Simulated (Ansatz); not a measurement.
Starting cell, AgCl (rock salt):

```xyz
4
Lattice="0.0000 5.6115 5.6115 2.8057 2.8057 5.6115 2.8057 2.8057 0.0000" Properties=species:S:1:pos:R:3 pbc="T T T"
Cl     0.0000     0.0000     0.0000
Cl     2.8057     5.6115     2.8057
Ag     2.8057     2.8057     2.8057
Ag     2.8057     5.6115     5.6115
```

The atoms are displaced by Q × the pattern below (from a DFPT mode at X = (0.5, 0.5, 0.0), largest move 1; Q in Å), at fixed cell. (q is in reciprocal vectors of the primitive cell; the cell shown is doubled to hold the pattern.)

| atom | x | y | z |
|---|---|---|---|
| Cl1 | 0.000 | 0.000 | -1.000 |
| Cl2 | 0.000 | 0.000 | 1.000 |
| Ag3 | 0.000 | 0.000 | 0.144 |
| Ag4 | 0.000 | 0.000 | -0.144 |

These are PBE (plane waves to 420 eV, PAW, scalar-relativistic; Ansatz, a first-principles code) values and carry that method's errors. k mesh 10×10×10 (Γ-centred), Fermi-Dirac smearing 0.05 eV. Energies are smeared free energies. AgCl was relaxed with its symmetry unable to fall. ΔE is measured from the undisplaced structure.

Problem. Give the computed ΔE (meV/cell) at Q (Å) = -0.233, -0.187, -0.140, -0.093, 0.233, 0.280.

Solution. 
```tsv
Q (Å)	ΔE (meV/cell)
-0.233	229
-0.187	141
-0.140	77
-0.093	34
0.233	229
0.280	344
```

(A displaced cell: forces are minus the slopes of the energy, force constants its curvatures, and phonons follow from these.)
